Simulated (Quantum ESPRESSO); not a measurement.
# Where does C sit best among Si sites?

These are calculations, not measurements. They come from pw.x of Quantum ESPRESSO 7.5, a plane-wave density functional program, with PseudoDojo standard norm-conserving files (v0.5 for PBE, v0.4.1 for LDA and PBEsol). The cells are made up: elements, strain and atom displacements were drawn at random, and nothing was relaxed. There is no spin polarisation, spin-orbit coupling or dispersion term.

The cell has 8 sites of a zincblende or diamond lattice. Sites 1 to 4 hold X X X X; sites 5 to 8 hold Ge Si Ge Ge. Cell vectors in Å: (5.725, 0.059, 0.040); (0.059, 5.693, 0.022); (0.040, 0.022, 5.614). Settings: PBE, cutoff 1116 eV, 6 x 6 x 6 k mesh shifted by half a step, Fermi-Dirac smearing of 0.1 eV.

In each run one of the sites marked X holds C and the others hold Si; cell and positions stay the same. E is the free energy of the cell.

```
site of the guest  first shell  mean distance (Å)  E above the lowest (eV)  P (GPa)  force on the guest (eV/Å)
                1        Ge3Si              2.434                    0.000    -9.26                      0.580
                2        Ge3Si              2.506                    0.440    -8.29                      0.222
                3        Ge3Si              2.447                    0.125    -8.97                      0.261
                4        Ge3Si              2.455                    0.208    -8.85                      0.573
```

A rerun of one of these cells at 1347 eV and k mesh 8 x 8 x 8 moved values by no more than 0.002 eV in the cell's energy, 0.02 GPa in stress and 0.013 eV/Å in force.

## Reading the table

Site 1 is lowest, by 0.125 eV, over three times the rerun's bound. A straight line of energy against the mean distance has a slope of 5.8 ± 0.9 eV/Å, so the guest costs less on the tighter sites. The positions are random and not relaxed, so the differences hold for this frozen cell and are not site preferences of a real crystal.